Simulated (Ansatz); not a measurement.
LaZn: strain and displacement

```
CELL_PARAMETERS angstrom
3.75000 0.00000 0.00000
0.00000 3.75000 0.00000
0.00000 0.00000 3.75000
ATOMIC_POSITIONS crystal
La 0.50000 0.50000 0.50000
Zn 0.00000 0.00000 0.00000
```

Atom numbers follow the list: La1, Zn2.

The conventional cell has a = 3.750 Å, b = 3.750 Å, c = 3.750 Å, α = 90.00°, β = 90.00°, γ = 90.00°. La (atom 1) is surrounded by 8 Zn at 3.25 Å. Zn (atom 2) has 8 La at 3.25 Å as nearest neighbours.

The geometry is COD entry 9008827, unchecked; take it as a test cell.

Spin–orbit coupling is left out, though it moves levels of the heavy atoms by tenths of an eV or more.

The calculation used DFT, LDA, all-electron PAW with datasets made for the crystal, scalar-relativistic (Ansatz 0.2.0).

The runs use a Γ-centred 9×9×9 k mesh, Fermi–Dirac smearing of 0.05 eV, cutoff 260 eV (chosen by the program for this cell), no spin polarisation.

The unchanged cell is at -4.03 GPa.

In a metal, stresses and small energies carry noise from the k mesh.

x, y and z are the Cartesian axes of the cell as listed; fractional coordinates follow a strain, and an engineering shear is twice the off-diagonal strain component.

Task: With this change (equal xy, yz and zx engineering shear strains of -2 %), what becomes of the energy and stress?

Result: Energy change +3 meV/atom; stress change (xx, yy, zz, yz, xz, xy) 0.05, 0.05, 0.05, 0.62, 0.62, 0.62 GPa, compression positive.

With equal xy, yz and zx engineering shear strains of -1 %: energy change under 1 meV/atom; stress change (xx, yy, zz, yz, xz, xy) 0.01, 0.01, 0.01, 0.30, 0.30, 0.30 GPa, compression positive.

With equal xy, yz and zx engineering shear strains of +1 %: energy change under 1 meV/atom; stress change (xx, yy, zz, yz, xz, xy) 0.01, 0.01, 0.01, -0.28, -0.28, -0.28 GPa, compression positive.

With equal xy, yz and zx engineering shear strains of +2 %: energy change +3 meV/atom; stress change (xx, yy, zz, yz, xz, xy) 0.05, 0.05, 0.05, -0.55, -0.55, -0.55 GPa, compression positive.
